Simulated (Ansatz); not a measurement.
A geometry of N2 away from equilibrium: step 2 of the relaxation of a generated trial cell of N2 in the AFLOW prototype A_cP8_198_2a. Method: PBEsol (plane waves to 420 eV, PAW, scalar-relativistic; Ansatz, a first-principles code). Γ-centred k-mesh 4×4×4 on the run's cell (coarser than for final values), Fermi–Dirac smearing 0.05 eV. The plane waves were selected for a different cell earlier on the path.

```
N2
1.0
    5.71817     0.00000     0.00000
    0.00000     5.71817     0.00000
    0.00000     0.00000     5.71817
N
8
Direct
  0.05616   0.05616   0.05616
  0.55616   0.44384   0.94384
  0.94384   0.55616   0.44384
  0.44384   0.94384   0.55616
  0.94424   0.94424   0.94424
  0.44424   0.55576   0.05576
  0.05576   0.44424   0.55576
  0.55576   0.05576   0.44424
```

Give the Cartesian forces on all atoms (eV/Å).


| atom | Fx | Fy | Fz |
|---|---|---|---|
| N1 | -0.74 | -0.74 | -0.74 |
| N2 | -0.74 | 0.74 | 0.74 |
| N3 | 0.74 | -0.74 | 0.74 |
| N4 | 0.74 | 0.74 | -0.74 |
| N5 | 0.74 | 0.74 | 0.74 |
| N6 | 0.74 | -0.74 | -0.74 |
| N7 | -0.74 | 0.74 | -0.74 |
| N8 | -0.74 | -0.74 | 0.74 |

The path ends in Pa-3 (No. 205) (AFLOW prototype A_cP8_205_c (as in N2)). No spin polarisation in the result. Without a van der Waals term the distances between weakly bound units are poorly fixed.

The run could not lose the symmetry of its start.
